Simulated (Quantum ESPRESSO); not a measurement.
ZnGa$_{2}$SiN$_{4}$ (made-up cell) (calculated)

Computed with Quantum ESPRESSO 7.5. Calculation on a made-up crystal cell, not a measurement: periodic Kohn-Sham density functional theory in plane waves with PseudoDojo standard norm-conserving scalar-relativistic pseudopotentials, each functional with its own files (v0.5 for PBE, v0.4.1 for LDA and PBEsol), no spin polarisation, no spin-orbit coupling, atoms not relaxed, stress positive in tension, energies less a fixed whole-eV offset for each atom's element; levels are Kohn-Sham levels at fractions of this cell's reciprocal vectors, counted from the reference band (half the neutral cell's valence electrons, rounded up) at Gamma; error bars cover cutoff and k-mesh only, not smearing or the files; added strain carries the atoms with the cell, and shear is the tensor component; each bar is the largest change over components, and at least 0.002 eV, 0.002 eV per angstrom or 0.02 GPa; energies are for the whole cell, and the offsets were chosen from early runs and are not element reference energies.

## ZnGa$_{2}$SiN$_{4}$ (made-up cell)

Unstrained structure:
```
CELL_PARAMETERS angstrom
3.19400 -0.00730 0.04790
-0.01270 5.42260 0.06250
0.07820 0.05900 5.04650
ATOMIC_POSITIONS crystal
Si 0.01381 0.99678 0.99434
Ga 0.51118 0.50563 0.00139
Zn 0.50595 0.16462 0.51021
Ga 0.01574 0.66039 0.50514
N 0.00638 0.99948 0.37246
N 0.50565 0.50251 0.38139
N 0.48180 0.16379 0.86220
N 0.00877 0.67097 0.87230
```

- lattice type: wurtzite
- functional: pbe
- cutoff: 1143 eV
- fermi dirac smearing: 0.025 eV
- scf tolerance: 1e-07 eV
- electrons removed: 0
- added strain kind: shear xy
- added strain: 0.0081
- k mesh: 6 x 4 x 4, shifted by half a step
- structure shown: before the added strain of 0.0081
- free energy less offsets: -2.942 eV
- smearing term minus ts: 0 eV
- scf iterations: 12
- pressure: 6.875 GPa
- stress xx: -0.6417 GPa
- stress yy: -4.275 GPa
- stress zz: -15.71 GPa
- stress yz: 2.278 GPa
- stress xz: 4.77 GPa
- stress xy: 2.441 GPa
- error bar energy: 0.002 eV
- error bar stress: 0.03568 GPa
- error bar force: 0.002 eV/Å
- error bars from: tighter rerun of a related cell

Atoms:
```
atoms element  atom site  atom energy offset (eV)
           Si          1                     -115
           Ga          2                    -2080
           Zn          3                    -5687
           Ga          4                    -2080
            N          5                     -283
            N          6                     -283
            N          7                     -283
            N          8                     -283
```

Forces:
```
site  x (eV/Å)    y (eV/Å)  z (eV/Å)
   1   -0.4947  -3.265e-05     2.536
   2   -0.3167     -0.5987     1.282
   3   -0.1778     -0.4015     -3.61
   4   -0.8247      0.4761    -2.526
   5    0.2079     -0.7802    -3.878
   6    0.8306      0.6902   -0.6035
   7    0.5699      -1.664     5.067
   8    0.2055       2.278     1.732
```
